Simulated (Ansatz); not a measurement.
ZrMo:
```
CELL_PARAMETERS angstrom
      3.29925     0.00000     0.00000
      0.00000     3.29925     0.00000
      0.00000     0.00000     3.29925
ATOMIC_POSITIONS crystal
  Mo 0.00000 0.00000 0.00000
  Zr 0.50000 0.50000 0.50000
```

Relaxed with PBEsol. Special points in fractions of this cell's reciprocal vectors: Γ (0.000, 0.000, 0.000); X (0.000, 0.500, 0.000); M (0.500, 0.500, 0.000); R (0.500, 0.500, 0.500).

List the band energies nearest the Fermi level at these points for PBEsol (plane waves, PAW; program Ansatz).

In eV from the Fermi level; about four levels below and three above (degenerate sets whole), none deeper than 8.9 eV; points with the same levels are listed once.

```
k                                below                above
-  -----------------------------------  -------------------
Γ                    -5.81 -3.72 -3.72       0.24 0.24 0.24
X              -2.43 -2.28 -1.66 -0.33       0.28 0.28 1.41
M              -3.80 -3.56 -1.66 -1.66       2.49 2.49 2.67
R  -1.17 -1.17 -1.17 -0.81 -0.81 -0.81  2.78 2.78 6.00 6.00
```

Space group Pm-3m (CsCl type). The start of the workflow was typed in or built on a structure type; neither database checked (COD, Materials Project) lists it. Its standing as an ambient phase is unchecked. The cell was relaxed with PBEsol under the symmetry of its start; its stability against distortions is not shown here. The run is not spin-polarised. Scalar-relativistic: spin–orbit coupling is off unless named, which matters more the heavier the elements.

Potentials: the later of the program's two PAW sets.
